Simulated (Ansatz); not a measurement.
## Phonons of LuCd (Pm-3m)

```yaml
crystal:
  lattice:
    - [3.60859, 0.00000, 0.00000]
    - [0.00000, 3.60859, 0.00000]
    - [0.00000, 0.00000, 3.60859]
  atoms:
    - { symbol: Lu, position: [0.50000, 0.50000, 0.50000] }
    - { symbol: Cd, position: [0.00000, 0.00000, 0.00000] }
```

The conventional cell has a = 3.609 Å, b = 3.609 Å, c = 3.609 Å, α = 90.00°, β = 90.00°, γ = 90.00°. Lu (atom 1) has 8 Cd at 3.13 Å as nearest neighbours. Around Cd (atom 2) lie 8 Lu at 3.13 Å.

Computed, not measured; unless marked otherwise by PBEsol, all-electron LAPW in Ansatz 0.2.0, scalar-relativistic. k mesh 10×10×10, Fermi-Dirac smearing of 0.100 eV, basis error target 1 meV/atom. The cell was relaxed by PAW under this functional. This phase needn't be the one found at ambient conditions.

Atoms are displaced by 0.01 Å in the smallest supercells that hold the wave vectors of a 2×2×2 mesh. Negative values stand for unstable modes.

Task: What are the phonon energies at the solved wave vectors, in THz?

Result: 

| q | point | modes (THz) |
| --- | --- | --- |
| 0.000 0.000 0.000 | Gamma | 3.49 (×3) |
| 0.500 0.000 0.000 | X | 2.41 (×2), 2.81, 2.83 (×2), 3.04 |
| 0.500 0.500 0.000 | M | 1.01 (×2), 1.89, 2.83, 3.99 (×2) |
| 0.500 0.500 0.500 | R | 2.65 (×3), 2.92 (×3) |

Task: Is the structure dynamically stable at these wave vectors?

Result: Yes, no mode is unstable there; wave vectors off this mesh aren't tested.

Task: How do the optical zone-centre modes decompose, and which are active?

Result: Point group m-3m: Γ_opt = T1u.

```json
{"label": "T1u", "THz": "3.49", "activity": "IR", "mostly": "Cd (61 %)"}
```

In a metal the activity is that of symmetry alone; free carriers screen the infrared modes.

Task: How well do frozen-core PAW files reproduce these all-electron values?

Result: With a cutoff of 420 eV and displacements of 0.0025 Å, the r.m.s. difference over the modes is 0.0 cm⁻¹; the largest difference is 94.3 (PAW) against 94.3 cm⁻¹ (LAPW).

Task: The cell is scaled evenly to 45.581 and 48.400 Å³ (from 46.991), with free atoms relaxed and the shape held. What are the mode Grüneisen parameters γ = −d ln ω/d ln V?

Result: For the highest mode, 140.7 cm⁻¹ in the small cell and 125.6 in the large one give γ ≈ 1.89. From the change of the dynamical matrix on each mode:

```json
{"point": "Gamma", "cm⁻¹": "116.5", "γ": "1.89"}
{"point": "X", "cm⁻¹": "80.4", "γ": "1.51"}
{"point": "X", "cm⁻¹": "93.8", "γ": "1.67"}
{"point": "X", "cm⁻¹": "94.3", "γ": "1.75"}
{"point": "X", "cm⁻¹": "101.2", "γ": "1.74"}
{"point": "M", "cm⁻¹": "33.7", "γ": "-1.69"}
{"point": "M", "cm⁻¹": "63.2", "γ": "1.45"}
{"point": "M", "cm⁻¹": "94.5", "γ": "1.78"}
{"point": "M", "cm⁻¹": "133.0", "γ": "1.89"}
{"point": "R", "cm⁻¹": "88.3", "γ": "1.79"}
{"point": "R", "cm⁻¹": "97.3", "γ": "2.03"}
```

Weighted by the modes' heat capacities at 300 K, the mean on this mesh is 1.28; it moves with the q mesh, and a coarse one overweights the zone boundary. Rows under −0.05 (1 here) are modes that soften under compression and pull towards negative thermal expansion.

Keep in mind: responses of metals move with mesh and smearing; the frozen-core PAW files of the compared runs were fitted under PBE, their cores solved anew for this functional.
